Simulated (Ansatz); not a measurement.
This SiBiC4 structure is the end of a relaxation. The cell was found from a structure generator's guess, not taken from experiment.

Computed with DFT PBE, scalar-relativistic, plane waves, PAW in Ansatz 0.2.0. Cutoff 420 eV, Γ-centred mesh, Gaussian smearing, no spin polarisation.

```cif
data_structure
_symmetry_space_group_name_H-M 'P 1'
_symmetry_Int_Tables_number 1
_cell_length_a 2.6665
_cell_length_b 2.6665
_cell_length_c 17.8561
_cell_angle_alpha 90.000
_cell_angle_beta 90.000
_cell_angle_gamma 120.000
_cell_volume 109.95
loop_
_atom_site_label
_atom_site_type_symbol
_atom_site_fract_x
_atom_site_fract_y
_atom_site_fract_z
_atom_site_occupancy
Si1 Si 0.00000 0.00000 0.50000 1
Bi1 Bi 0.00000 0.00000 0.00000 1
C1 C 0.33333 0.66667 0.24368 1
C2 C 0.33333 0.66667 0.75632 1
C3 C 0.66667 0.33333 0.24368 1
C4 C 0.66667 0.33333 0.75632 1
```

Energies over the elements count from the elements' standard structures at the same level, with no fitted energy shifts.

Question: What space group does it have?

Answer: P6/mmm (No. 191). Conventional cell: a = 2.667 Å, c = 17.856 Å. Around Si lie 6 Si at 2.67 Å; Bi has 6 Bi at 2.67 Å; C has 3 C at 1.54 Å.

Question: What is its formation energy per atom?

Answer: +1.02 eV/atom. A positive value: parting into the elements would lower its energy.

Question: Is it a metal?

Answer: Yes, bands cross the Fermi level on the 18×18×2 mesh.

Question: From what recipe could a structure generator have reached it?

Answer: One such recipe: ordered mixture on the cation sites of aluminium diboride (P6/mmm, No. 191). Other recipes can lead to the same cell.

The last run used an 18×18×2 mesh (in the run's order of axes) for its 6-atom cell and Gaussian smearing of 0.10 eV. No dispersion correction is applied, so the spacing and binding between layers, chains or molecules are poorly described. These runs have no spin–orbit coupling, which can matter for Bi. An odd number of electrons in the primitive cell allows no gap without spin; a larger cell or a magnetic state could open one. The cell is a metal run without spin; a magnetic state may lie lower. The reference form of C is held partly by dispersion forces, which this level lacks. A structure relaxed within its symmetry needn't be a true minimum.
